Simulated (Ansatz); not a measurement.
ZnSe (zinc blende)

```xyz
4
Lattice="0.0000 5.7330 5.7330 2.8665 2.8665 5.7330 2.8665 2.8665 0.0000" Properties=species:S:1:pos:R:3 pbc="T T T"
Se     4.2998     4.2998     4.2998
Se     4.2998     7.1663     7.1663
Zn     0.0000     0.0000     0.0000
Zn     2.8665     5.7330     2.8665
```

A phonon eigenvector at X = (0.5, 0.5, 0.0) is frozen into this cell: atom i moves by Q times the vector below, so Q is the largest atomic displacement, in Å. The cell is held. It is one choice among 2 degenerate patterns. (q is in reciprocal vectors of the primitive cell; the cell shown is doubled to hold the pattern.)

```tsv
atom	x	y	z
Se1	0.690	0.000	0.000
Se2	-0.690	0.000	0.000
Zn3	0.000	1.000	0.000
Zn4	0.000	-1.000	0.000
```

All values below come from PBE (plane waves to 420 eV, PAW, scalar-relativistic; Ansatz, an electronic-structure program). k mesh 10×10×10 (Γ-centred), Fermi-Dirac smearing 0.05 eV. Energies are smeared free energies. ZnSe was relaxed with its symmetry unable to fall. ΔE is measured from the undisplaced structure.

| Q (Å) | ΔE (meV/cell) |
|---|---|
| -0.1000 | 17.7 |
| -0.0833 | withheld |
| -0.0667 | 7.9 |
| -0.0500 | 4.4 |
| -0.0333 | 2.0 |
| -0.0167 | 0.5 |
| 0.0000 | 0.0 |
| 0.0167 | 0.5 |
| 0.0333 | 2.0 |
| 0.0500 | 4.4 |
| 0.0667 | 7.9 |
| 0.0833 | withheld |
| 0.1000 | 17.7 |

Question: Fit an even polynomial form (powers 2, 4) to the given rows and predict ΔE at Q = 0.0833.

Answer: Least squares on the 11 given rows: ΔE = (1775)·Q² + (-498.8)·Q⁴, in meV/cell with Q in Å; root-mean-square residual 0.02 meV/cell. At 0.0833 the fit gives 12.3 meV/cell; the calculation gives 12.3 meV/cell, the same to the digits shown. The quadratic term alone would give 12.3 meV/cell.

(A displaced cell: forces are minus the slopes of the energy, force constants its curvatures, and phonons follow from these.)
